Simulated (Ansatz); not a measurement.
**Mo3W: stable or not**

The structure comes from a generated guess, relaxed at this level; another structure or a mixture of phases may lie lower.

These are results of Ansatz, DFT PBE, scalar-relativistic, plane waves, PAW, not measurements. Cutoff 420 eV, Γ-centred 12×12×12 mesh (4-atom cell), Gaussian smearing of 0.10 eV, no spin polarisation.

```xyz
4
Lattice="0.0000 3.1660 3.1660 3.1660 0.0000 3.1660 3.1660 3.1660 0.0000" Properties=species:S:1:pos:R:3 pbc="T T T"
Mo    4.7490    4.7490    4.7490
Mo    1.5830    1.5830    1.5830
Mo    0.0000    0.0000    0.0000
W     3.1660    3.1660    3.1660
```

Energies over the elements count from the elements' standard structures at the same level, with no fitted energy shifts.

Question: These tests were run: energy against the elements; random kick, then relaxation without symmetry; phonons on a 2×2×2 q mesh; elastic tensor. What do they show?

Answer:

| test | result |
| --- | --- |
| energy against the elements | 0.00 eV/atom |
| random kick, then relaxation without symmetry | returns |
| phonons on a 2×2×2 q mesh | no imaginary mode on the mesh |
| elastic tensor | least eigenvalue 111 GPa |

It fails none of these tests outright. Whether a mixture of other phases lies lower isn't tested here. Undecided within the accuracy: energy against the elements.

For metals, differences of a few meV/atom aren't resolved. These runs have no spin–orbit coupling, which can matter for W. The kick test ran on a coarse mesh. The run for the phonons used a 12×12×12 k mesh and Fermi–Dirac smearing of 0.15 eV. The run for the elastic tensor used a 12×12×12 k mesh and Fermi–Dirac smearing of 0.15 eV.
